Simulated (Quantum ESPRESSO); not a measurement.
# Strain and stress in Ga4P3Se

These are calculations, not measurements. They come from pw.x of Quantum ESPRESSO 7.5, a plane-wave density functional program, with PseudoDojo standard norm-conserving files (v0.5 for PBE, v0.4.1 for LDA and PBEsol). The cells are made up: elements, strain and atom displacements were drawn at random, and nothing was relaxed. There is no spin polarisation, spin-orbit coupling or dispersion term.

The cell has 8 sites of a zincblende or diamond lattice. Sites 1 to 4 hold Ga Ga Ga Ga; sites 5 to 8 hold P P Se P. Cell vectors in Å: (5.468, 0.005, 0.000); (0.005, 5.468, 0.000); (0.000, 0.000, 5.468). Settings: PBE, cutoff 1170 eV, 6 x 6 x 6 k mesh shifted by half a step, Fermi-Dirac smearing of 0.1 eV.

Each run adds a shear xy (given as the tensor component) to one cell, with the atoms carried along; the vectors above are those of run 3. Stress is positive in tension and P is minus a third of its trace. E is the free energy for each atom above the lowest run shown.

```
run,strain (%),s_xx (GPa),s_yy (GPa),s_zz (GPa),s_xy (GPa),P (GPa),E (meV/atom)
1,-2.20,-7.72,-7.00,-6.27,-0.13,7.00,0.00
2,-0.97,-7.68,-6.90,-6.50,1.48,7.03,1.78
4,0.38,-7.84,-7.01,-6.81,3.13,7.22,9.64
5,1.24,-8.05,-7.21,-7.03,4.17,7.43,17.81
6,1.74,-8.22,-7.36,-7.16,4.79,7.58,23.65
7,2.36,-8.47,-7.60,-7.34,5.57,7.80,32.11
3,0.09,?,?,?,?,?,?
```

A rerun of one of these cells at 1467 eV and k mesh 8 x 8 x 8 moved values by no more than 0.005 eV in the cell's energy, 0.08 GPa in stress and 0.011 eV/Å in force.

## Worked fit

A parabola through the six runs shown gives s_xy = 2.66 + 1.24 e - 0.009 e² GPa, with e in per cent and a scatter of 0.03 GPa. The slope is a stiffness of 124 ± 4 GPa for each unit of this strain at e = 0, twice a shear constant under the stress shown, since the tensor component is half the shear angle. The atoms are clamped, and relaxing them would in general lower it. The error is the larger of the fit's own and the change that a cubic makes, rounded up.

## Withheld run

Question: what s_xy should run 3 give?

The fit gives 2.77 GPa. The calculation gave 2.78 GPa.

```
run  strain (%)  s_xx (GPa)  s_yy (GPa)  s_zz (GPa)  s_xy (GPa)  P (GPa)  E (meV/atom)
  3        0.09       -7.79       -6.97       -6.74        2.78     7.17          7.45
```